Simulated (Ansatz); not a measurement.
Hf2Pd2Se2Br2O3: changing the functional

The cell as given:

```cif
data_structure
_symmetry_space_group_name_H-M 'P1'
_symmetry_Int_Tables_number 1
_cell_length_a 5.7607
_cell_length_b 5.8705
_cell_length_c 6.8723
_cell_angle_alpha 96.271
_cell_angle_beta 102.509
_cell_angle_gamma 95.106
_cell_volume 224.01
loop_
_atom_site_label
_atom_site_type_symbol
_atom_site_symmetry_multiplicity
_atom_site_Wyckoff_symbol
_atom_site_fract_x
_atom_site_fract_y
_atom_site_fract_z
_atom_site_occupancy
Hf1 Hf 1 a 0.74540 0.39602 0.34989 1
Hf2 Hf 1 a 0.28763 0.45322 0.59401 1
Pd1 Pd 1 a 0.90854 0.13294 0.84849 1
Pd2 Pd 1 a 0.25249 0.90323 0.35874 1
Se1 Se 1 a 0.63469 0.40355 0.93716 1
Se2 Se 1 a 0.62597 0.78174 0.53023 1
Br1 Br 1 a 0.85273 0.99089 0.15355 1
Br2 Br 1 a 0.22526 0.82084 0.86223 1
O1 O 1 a 0.96040 0.28925 0.59026 1
O2 O 1 a 0.43233 0.24524 0.40864 1
O3 O 1 a 0.07457 0.58308 0.36682 1
```

The cell comes from a database or a generator and needn't be the stable form of this composition.

Kept alike: task relaxation of cell and atoms; k mesh 4 × 4 × 3; occupations fermi-dirac, width 0.05 eV; no spin polarisation. Program: Ansatz, Ansatz PAW. Cutoffs run from 420 to 500 eV. The mesh is that of the run's cell of 11 atoms. No spin-orbit coupling.

| run | volume (Å³/atom) | first edge of the run's cell (Å) | third edge of the run's cell (Å) |
| --- | --- | --- | --- |
| A | 20.992 | 5.799 | 6.949 |
| B | 19.896 | 5.700 | 6.815 |
| C | 19.308 | 5.695 | 6.742 |

Relaxations stop with a little pressure left, so the last digits of a volume or edge aren't settled. Ansatz's relaxations hold a Pulay term in the stress (up to 0.2 GPa here). All rows use potentials made for PBE.

Q: The runs differ in the functional (and the cutoff that goes with it) alone: PBEsol; r2SCAN; revPBE. Which run is which?

A: Run A is revPBE; run B is r2SCAN; run C is PBEsol. The volume runs from 19.308 (PBEsol) to 20.992 Å³/atom (revPBE). The first edge of the run's cell runs from 5.695 (PBEsol) to 5.799 Å (revPBE). The third edge of the run's cell runs from 6.742 (PBEsol) to 6.949 Å (revPBE).
